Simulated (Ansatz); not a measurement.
A relaxed structure of BaO. Space group Fm-3m (No. 225), rock salt type. Calculation: PBEsol (plane waves to 420 eV, PAW, scalar-relativistic; Ansatz, a quantum-chemistry and plane-wave program).

```cif
data_Ba4O4
_chemical_formula_sum 'O4 Ba4'
_space_group_name_H-M_alt 'Fm-3m'
_space_group_IT_number 225
_space_group_name_Hall '-F 4 2 3'
_cell_length_a 5.48964
_cell_length_b 5.48964
_cell_length_c 5.48964
_cell_angle_alpha 90.000
_cell_angle_beta 90.000
_cell_angle_gamma 90.000
loop_
_atom_site_label
_atom_site_type_symbol
_atom_site_symmetry_multiplicity
_atom_site_Wyckoff_symbol
_atom_site_fract_x
_atom_site_fract_y
_atom_site_fract_z
_atom_site_occupancy
O1 O 4 a 0.00000 0.00000 0.00000 1
Ba1 Ba 4 b 0.50000 0.50000 0.50000 1
```
(The calculation used a cell of 2 atoms; values per cell refer to that cell.)

**Question.** Predict the band gap from PBEsol.

**Answer.** 1.84 eV, direct at X (no spin-orbit coupling).

No spin polarisation in the result.

Measured for BaO: a 5.54 Å (room temperature; as listed in Juan A. Santana et al., The Journal of Chemical Physics (2016)). Computed minus measured — a: PBEsol -0.9 %. The computed values are for a static lattice.

The run could not lose the symmetry of its start; a randomly shaken copy of 2 atoms returns to this structure.

All atoms sit on sites fixed by symmetry, so only the cell could relax.
